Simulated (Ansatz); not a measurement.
SrVO3 (cubic perovskite)

```
SrVO3
1.0
    3.85762     0.00000     0.00000
    0.00000     3.85762     0.00000
    0.00000     0.00000     3.85762
Sr V O
1 1 3
Direct
  0.00000   0.00000   0.00000
  0.50000   0.50000   0.50000
  0.00000   0.50000   0.50000
  0.50000   0.50000   0.00000
  0.50000   0.00000   0.50000
```

The slice is a {210} plane (indices of the conventional cell) through the point (0.500, 0.000, 0.500) (fractional), spanned by u = [100] and v = [021] in vectors of this cell: u (3.86 Å) and v (8.63 Å, at 90° to u). It covers one period; positions are fractions (u, v).

Calculation: PBE (plane waves to 420 eV, PAW, scalar-relativistic; Ansatz, a first-principles code). k mesh 12×12×12. Inside the PAW spheres the values are not all-electron values, and peaks at nuclei hang on which shells count as valence. SrVO3 is run without spin polarisation and with no Hubbard U. SrVO3 was relaxed with its symmetry unable to fall.

Task: Sketch the valence electron density on this plane as a map.

Result: 
```
v \ u  0.00  0.15  0.31  0.46  0.62  0.77  0.92
-----  ----  ----  ----  ----  ----  ----  ----
0.86   -0.4  -0.7  -0.8  -0.5  -0.6  -0.8  -0.5
0.71   -0.1  -0.5  -0.9  -0.8  -0.8  -0.7  -0.2
0.57   -1.1  -1.0  -0.2   0.3   0.2  -0.7  -1.1
0.43   -1.1  -1.0  -0.2   0.3   0.2  -0.7  -1.1
0.29   -0.1  -0.5  -0.9  -0.8  -0.8  -0.7  -0.2
0.14   -0.4  -0.7  -0.8  -0.5  -0.6  -0.8  -0.5
0.00    0.9   0.3  -0.8  -1.4  -1.2  -0.3   0.8
```

Values: log₁₀ of the valence density in e/Å³. The scale is logarithmic, as a density can span decades between atoms and voids.
